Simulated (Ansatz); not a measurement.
NbTc:
```
NbTc
1.0
    1.58545    -2.30556     0.00000
    1.58545     2.30556     0.00000
    0.00000     0.00000     4.37517
Nb Tc
1 1
Cartesian
  0.00000   0.00000   0.00000
  1.58545   0.00000   2.18758
```

Relaxed with r²SCAN. Special points in fractions of this cell's reciprocal vectors: Γ (0.000, 0.000, 0.000); Y (-0.500, 0.500, 0.000); C0 (-0.368, 0.632, 0.000); Σ0 (0.368, 0.368, 0.000); Z (0.000, 0.000, 0.500); A0 (0.368, 0.368, 0.500); E0 (-0.368, 0.632, 0.500); T (-0.500, 0.500, 0.500); S (0.000, 0.500, 0.000); R (0.000, 0.500, 0.500).

Q: List the band energies nearest the Fermi level at these points for DFT-r²SCAN in the program Ansatz with PAW potentials.

A: In eV from the Fermi level; about four levels below and three above (degenerate sets whole), none deeper than 8.9 eV; … stands for higher levels left out; points with the same levels are listed once.

```json
[
 {"k": "Γ", "below": "-3.31 -1.82 -1.42 -0.51", "above": "0.83 1.09 2.17"},
 {"k": "Y", "below": "-5.40 -5.36 -5.27 -3.54", "above": "1.21 2.01 2.51"},
 {"k": "C0", "below": "-4.30 -3.92 -3.39 -1.23", "above": "1.62 1.93 2.15"},
 {"k": "Z", "below": "-1.34 -0.52 -0.12 -0.06", "above": "0.68 2.22 …"},
 {"k": "A0", "below": "-3.11 -3.09 -2.91 -2.25", "above": "1.82 2.03 3.15"},
 {"k": "T", "below": "-3.51 -3.02 -1.44 -0.55", "above": "0.33 1.64 2.56"},
 {"k": "S", "below": "-3.07 -2.28 -2.00 -1.36", "above": "0.16 1.41 2.67"},
 {"k": "R", "below": "-5.42 -5.21 -3.60 -3.13", "above": "1.17 1.23 1.34"}
]
```

Space group Cmmm. The first step of the workflow began from a Materials Project structure, measured or hypothetical; the Crystallography Open Database copy checked does not list it. With Nb and Tc taken as one species the cell has the higher symmetry Im-3m, so it may be an ordered model of a mixed-site phase. Its standing as an ambient phase is unchecked. Symmetry was held in the r²SCAN relaxation; whether a distortion lowers the energy is not shown. The run is not spin-polarised. Spin–orbit coupling is left out wherever it is not named.

Potentials: the later of the program's two PAW sets.
